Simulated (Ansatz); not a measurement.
Total density of states per atom from LDA in the plane-wave PAW code Ansatz, in 0.25 eV bins, energy from the Fermi level:

(E (eV), states/eV/atom): (-7.85, 0.15); (-7.60, 0.18); (-7.35, 0.18); (-7.10, 0.19); (-6.85, 0.19); (-6.60, 0.19); (-6.35, 0.20); (-6.10, 0.20); (-5.85, 0.21); (-5.60, 0.21); (-5.35, 0.23); (-5.10, 0.28); (-4.85, 0.28); (-4.60, 0.24); (-4.35, 0.23); (-4.10, 0.24); (-3.85, 0.26); (-3.60, 0.30); (-3.35, 0.34); (-3.10, 0.35); (-2.85, 0.42); (-2.60, 0.53); (-2.35, 0.74); (-2.10, 0.68); (-1.85, 0.75); (-1.60, 1.20); (-1.35, 0.72); (-1.10, 0.45); (-0.85, 0.61); (-0.60, 0.84); (-0.35, 1.05); (-0.10, 1.04); (0.15, 0.76); (0.40, 0.65); (0.65, 0.55); (0.90, 0.72); (1.15, 0.90); (1.40, 1.10); (1.65, 1.09); (1.90, 1.55); (2.15, 1.54); (2.40, 1.23); (2.65, 0.77); (2.90, 0.52); (3.15, 0.53); (3.40, 0.42); (3.65, 0.39); (3.90, 0.64); (4.15, 0.88); (4.40, 0.91); (4.65, 0.62)

Task: Pick the material that matches.
A. TiAl, L1₀ or tetragonal B2
B. As, A7 (α-As type)
C. Nd, dhcp (α-La type)
D. Pd, fcc (Cu type)

Result: A, TiAl, L1₀ or tetragonal B2. Within 0.5 eV of the Fermi level: Ti 3d 80 %, Al 3p 13 %. Projections are on Löwdin-orthogonalised atomic valence shells; empty p or d shells of many metals are not among them.

Space group P4/mmm (L1₀ or tetragonal B2). Symmetry was held in the LDA relaxation; of distortions, only those at the zone centre were tested. The run is not spin-polarised.

Potentials: the later of the program's two PAW sets.
